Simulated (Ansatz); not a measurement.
This cell of TaS2 (CdI2 type) is off equilibrium:

```
CELL_PARAMETERS angstrom
      3.28556     0.00000     0.00000
     -1.64278     2.84538     0.00000
      0.00000     0.00000     5.86233
ATOMIC_POSITIONS crystal
  Ta 0.00000 0.00000 0.00000
  S  0.33333 0.66667 0.26690
  S  0.66667 0.33333 0.73310
```

Level of theory: PBE-D3(BJ) (plane waves to 420 eV, PAW, scalar-relativistic; Ansatz, a program for electronic structure). k mesh 16×16×8 (Γ-centred), Fermi-Dirac smearing 0.05 eV. The energy includes the smearing's −TS. Compression counts positive. As the atoms are clamped, bonds stretch with the cell, which overstates energies and stresses. With partly filled bands, the response to shear is sensitive to the k mesh, so small differences along c/a are uncertain. Spin-orbit coupling is left out, though Ta is heavy. TaS2 is run without spin polarisation. TaS2 was relaxed with its symmetry unable to fall. The PAW data are Ansatz's earlier set.

Problem. Give the stress tensor in GPa and the pressure.

Solution. 
```
    2.8      0.0      0.0
    0.0      2.8      0.0
    0.0      0.0     -0.5
```
The pressure, a third of the trace, is 1.7 GPa.

Problem. It is the relaxed cell deformed to V/V₀ = 0.987, (c/a)/(c/a)₀ = 1.027, c along z, fractional positions held. What is its energy relative to the relaxed cell?

Solution. 5 meV/atom.

(A scan under strain: stresses follow from slopes of the energy per volume, elastic moduli from its curvatures.)
